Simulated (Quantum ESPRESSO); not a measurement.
# Kohn-Sham bands of CsPbCl$_{3}$ (cubic perovskite)

```
CELL_PARAMETERS angstrom
      5.67984     0.00000     0.00000
      0.00000     5.67984     0.00000
      0.00000     0.00000     5.67984
ATOMIC_POSITIONS crystal
  Cs 0.00000 0.00000 0.00000
  Pb 0.50000 0.50000 0.50000
  Cl 0.00000 0.50000 0.50000
  Cl 0.50000 0.00000 0.50000
  Cl 0.50000 0.50000 0.00000
```

Cell from Materials Project (mp-23037), symmetrised, no further relaxation. COD (Crystallography Open Database) records the formula in this space group. Ideal cubic forms of this type are often high-temperature phases that distort on cooling; symmetry holds the cell here, and its stability was not tested. Level: PBEsol, no spin polarisation, no spin-orbit coupling; pw.x of Quantum ESPRESSO at 50 Ry with PseudoDojo potentials, 4×4×4 k-points, Wannier90. Density: 6×6×6 mesh, cold smearing 0.01 Ry. Spin-orbit coupling is left out although heavy elements are present.

The lattice is scaled uniformly by ε, fractional positions fixed; Kohn-Sham values from pw.x, the row at 1.0 % withheld:

```
ε (%)  gap (eV)  width of the top valence group (eV)  direct gap at Γ (eV)  direct gap at X (eV)
-----  --------  -----------------------------------  --------------------  --------------------
-3.0      1.556                                5.254                 5.851                 4.698
-1.0      1.848                                4.617                 5.717                 4.594
0.0       1.974                                4.323                 5.654                 4.535
1.0           ?                                    ?                     ?                     ?
3.0       2.279                                3.538                 5.475                 4.339
```

Fit y = y₀ + bε + cε² to the rows at -3.0, 0 and 3.0 %, check it on the fourth row, and predict the withheld one.


- gap (eV): b = (2.279 − 1.556)/6 = 0.1205, c = (2.279 + 1.556 − 2×1.974)/18 = -0.00628. Check at -1.0 %: 1.847 for 1.848. Prediction 2.088; the run gives 2.088.
- width of the top valence group (eV): b = (3.538 − 5.254)/6 = -0.2860, c = (3.538 + 5.254 − 2×4.323)/18 = 0.00811. Check at -1.0 %: 4.617 for 4.617. Prediction 4.045; the run gives 4.046.
- direct gap at Γ (eV): b = (5.475 − 5.851)/6 = -0.0627, c = (5.475 + 5.851 − 2×5.654)/18 = 0.00100. Check at -1.0 %: 5.718 for 5.717. Prediction 5.592; the run gives 5.592.
- direct gap at X (eV): b = (4.339 − 4.698)/6 = -0.0598, c = (4.339 + 4.698 − 2×4.535)/18 = -0.00183. Check at -1.0 %: 4.593 for 4.594. Prediction 4.473; the run gives 4.473.
